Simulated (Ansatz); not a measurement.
**TiZn3: stiffness from a series of strains**

```
CELL_PARAMETERS angstrom
3.93220 0.00000 0.00000
0.00000 3.93220 0.00000
0.00000 0.00000 3.93220
ATOMIC_POSITIONS crystal
Ti 0.00000 0.00000 0.00000
Zn 0.00000 0.50000 0.50000
Zn 0.50000 0.00000 0.50000
Zn 0.50000 0.50000 0.00000
```

Atoms are numbered in the order listed.

The geometry is COD entry 1527931, unchecked; take it as a test cell.

Theory: DFT, LDA, all-electron LAPW, scalar-relativistic (Ansatz 0.2.0).

Numerical set-up: a Γ-centred 9×9×9 k mesh, Fermi–Dirac smearing of 0.05 eV, basis error target 1 meV/atom, no spin polarisation.

The strain is applied along the Cartesian axes of the cell as listed (the other components stay zero). Fractional coordinates are held (clamped ions).

σ is the change of stress from the unstrained cell, which is at -9.90 GPa; tension is positive, so slopes are stress–strain coefficients at that pressure. In a metal the k mesh adds noise.

Only quantities that a quadratic follows smoothly over the whole series are listed; rougher ones are left out.

| εxx = εyy | σzz (GPa) | σxx (GPa) |
| --- | --- | --- |
| -0.0200 | -3.20 | -3.67 |
| 0.0000 | 0.00 | 0.00 |
| 0.0100 | 1.37 | 1.52 |
| 0.0200 | 2.55 | 2.88 |

Fit the series and read off the stiffness at zero strain.

Least-squares fits y = p0 + p1 x + p2 x² to the rows give σzz (GPa): p1 = 144, p2 = -830; σxx (GPa): p1 = 164, p2 = -970. So 2 C12 = 144 GPa and C11 + C12 = 164 GPa.

One run, at εxx = εyy = -0.0100, is withheld. Predict its row.

The fits give -1.51, -1.74; the run gave -1.52, -1.72.
